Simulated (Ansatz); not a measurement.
BaGaSnH:
```
CELL_PARAMETERS angstrom
      4.53162     0.00000     0.00000
     -2.26581     3.92450     0.00000
      0.00000     0.00000     5.20713
ATOMIC_POSITIONS crystal
  Ba 0.33333 0.66667 0.99979
  Ga 0.00000 0.00000 0.41650
  Sn 0.66667 0.33333 0.54305
  H  0.00000 0.00000 0.08436
```

Plane-wave PAW PBEsol (Ansatz code) gives a gap of 0.32 eV without spin–orbit coupling, maximum at A, minimum at A.

Problem. What happens when spin–orbit coupling is switched on?

Solution. The gap decreases by 0.14 eV, to 0.18 eV; maximum at A, minimum at A.

Problem. Give the electron effective mass with spin–orbit coupling.

Solution. 0.014, 0.014, 0.12 mₑ (principal values).

Problem. Give the hole effective mass with spin–orbit coupling.

Solution. 0.020, 0.020, 0.51 mₑ (principal values).

Space group P3m1. The first step of the workflow began from a Materials Project structure, measured or hypothetical; the Crystallography Open Database files this formula in space group No. 156, but the cells were not matched. Whether it is the stable phase at ambient conditions was not checked. The cell was relaxed with PBEsol under the symmetry of its start; its stability against distortions is not shown here.

Potentials: the later of the program's two PAW sets.
